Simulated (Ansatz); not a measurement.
**Ru: computed property card**

Ru:
```cif
data_Ru
_chemical_formula_sum 'Ru1'
_space_group_name_H-M_alt 'P 1'
_space_group_IT_number 1
_cell_length_a 2.65774
_cell_length_b 2.65774
_cell_length_c 2.65774
_cell_angle_alpha 105.189
_cell_angle_beta 105.189
_cell_angle_gamma 118.423
loop_
_space_group_symop_operation_xyz
  'x, y, z'
loop_
_atom_site_label
_atom_site_type_symbol
_atom_site_fract_x
_atom_site_fract_y
_atom_site_fract_z
_atom_site_occupancy
Ru1 Ru 0.00000 0.00000 0.00000 1
```
The run is spin-polarised; directions of the spins, atom by atom: ↑.

Space group I4/mmm (No. 139), body-centred tetragonal; conventional cell a = 3.229 Å, b = 3.229 Å, c = 2.721 Å, α = 90.00°, β = 90.00°, γ = 90.00°.

Method: plane-wave PAW r²SCAN (Ansatz code). Geometry: relaxed at this level of theory. Other levels are named where they apply.

Cell and energy:

* **Volume per atom**: 14.18 Å³
* **Density**: 11.83 g/cm³

Electronic structure:

- Electronic character = metallic (no gap)
- Density of states at the Fermi level = 0.98 states/eV per atom (mean over ±0.08 eV)

Magnetism:

Magnetic order: ferromagnetic
Net moment: 0.84 μB per atom

Mechanics:

- Bulk modulus (Birch–Murnaghan fit) = 2790 kbar
- Pressure derivative B′ = 5.1

The start of the workflow was typed in or built on a structure type; neither database checked (COD, Materials Project) lists it. It is not the phase usual at ambient conditions (space group No. 194). The cell was relaxed with r²SCAN under the symmetry of its start; whether a distortion lowers the energy is not shown. Magnetic state: ferromagnetic, chosen from 4 collinear starts compared on coarse meshes (ties went to the first, and starts can fall back to one state), not a proven ground state. Other orbital occupations within this spin state were not tried. Axis ratios of metals converge slowly with the k-mesh, so a and c are less sure than the volume. Scalar-relativistic: spin–orbit coupling is off unless named, which matters more the heavier the elements.

Potentials: the earlier of the program's two PAW sets. The files were generated under PBE; for other functionals the program regenerates the frozen cores, and for LDA and PBEsol the local potential too.
